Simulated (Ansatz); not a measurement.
Relaxation of a generated trial cell of NbAs in the WC structure type; 2 atoms in the cell, which starts as P-6m2 (No. 187), hP2; a = b = 3.541 Å, c = 3.456 Å, α = β = 90.00°, γ = 120.00°. All values below come from r2SCAN (plane waves to 500 eV, PAW, scalar-relativistic; Ansatz, a quantum-chemistry and plane-wave program). Γ-centred k-mesh 8×8×7 on the run's cell (coarser than for final values), Fermi–Dirac smearing 0.05 eV. This is the first round of the run. 

The optimiser's lines from the output (shortened; P is positive under compression):

```
relax step   1: F+E_penalty+E_count = -9429.70980858 eV  Δ(F+E_penalty+E_count) = +0.000e0 eV  max|allowed force component| = 4.857e-17 eV/Å  Δτ_max = 0.0000 Å  P = -8.664 GPa  Ω = 37.529 Å³  (7 SCF iters, dr2 threshold 1.00e-7 eV, accepted)
relax step   2: F+E_penalty+E_count = -9429.73090696 eV  Δ(F+E_penalty+E_count) = -2.110e-2 eV  max|allowed force component| = 1.388e-17 eV/Å  Δτ_max = 0.0000 Å  P = +9.717 GPa  Ω = 33.465 Å³  (6 SCF iters, dr2 threshold 2.00e-7 eV, accepted)
relax step   3: F+E_penalty+E_count = -9429.78002937 eV  Δ(F+E_penalty+E_count) = -4.912e-2 eV  max|allowed force component| = 2.776e-17 eV/Å  Δτ_max = 0.0000 Å  P = -0.971 GPa  Ω = 35.423 Å³  (7 SCF iters, dr2 threshold 2.00e-7 eV, accepted)
relax step   4: F+E_penalty+E_count = -9429.78072906 eV  Δ(F+E_penalty+E_count) = -6.997e-4 eV  max|allowed force component| = 1.041e-17 eV/Å  Δτ_max = 0.0000 Å  P = -0.073 GPa  Ω = 35.255 Å³  (5 SCF iters, dr2 threshold 2.00e-7 eV, accepted)
relax step   5: F+E_penalty+E_count = -9429.78074702 eV  Δ(F+E_penalty+E_count) = -1.796e-5 eV  max|allowed force component| = 1.156e-17 eV/Å  Δτ_max = 0.0000 Å  P = -0.001 GPa  Ω = 35.235 Å³  (4 SCF iters, dr2 threshold 2.82e-8 eV, accepted)
relax step   6: F+E_penalty+E_count = -9429.77997454 eV  Δ(F+E_penalty+E_count) = +7.725e-4 eV  max|allowed force component| = 1.156e-17 eV/Å  Δτ_max = 0.0000 Å  P = -0.008 GPa  Ω = 35.235 Å³  stress off target by 1.08e-2 GPa  SCF on the basis re-selected at this cell (its energy is not comparable with the rows above)  (7 SCF iters)
```

From the first to the last row the energy changes by -0.04 eV/atom and the volume by -6.1 %. The last row is marked as not comparable with the walk above it, whose basis was carried along; it does compare with step 1, since both stand on a basis selected at the nominal cutoff for their own cell.

Later rounds, restarted from the end of this one on a renewed k-mesh, logged 4 more steps and released under 0.01 eV/atom more. The final structure after all rounds: P-6m2 (No. 187), hP2, AFLOW prototype AB_hP2_187_d_a (B_h, as in WC); a = b = 3.4271 Å, c = 3.4605 Å, α = β = 90.00°, γ = 120.00°. Between re-selections the logged energies stand on a plane-wave basis carried along with the cell. No spin polarisation in the result.

The run could not lose the symmetry of its start: the end is stationary, and may be a saddle point rather than a minimum.

All atoms sit on sites fixed by symmetry, so only the cell could relax.

The relaxed structure here is a generated cell of NbAs: the first start was made by placing the elements on the sites of a structure type, and the end was not matched to a known phase here, so it may be hypothetical.
